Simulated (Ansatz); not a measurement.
Values for one crystal, relaxed and computed with plane-wave PAW PBE (Ansatz code); other levels are named.

```yaml
volume_per_atom: 12.11 Å³
electronic_character: metallic (no gap)
Density of states at the Fermi level: 0.43 states/eV per atom (mean over ±0.08 eV)
Bulk modulus (Birch–Murnaghan fit): 159 GPa
Pressure derivative B′: 4.3
Formation energy from the elements (no fitted shifts): -0.65 eV/atom
```

Problem. Which compound is it?
A) TiAl, L1₀ or tetragonal B2
B) ScAl3, Cu3Au type
C) AlNi, CsCl type
D) Al2Au, fluorite or antifluorite type

Solution. C, AlNi, CsCl type

Space group Pm-3m (CsCl type). The PBE relaxation kept the symmetry of its start. The workflow began spin-polarised and lost its moments. The references are the lowest solids computed at this level, not always the standard phases.

Potentials: the later of the program's two PAW sets.
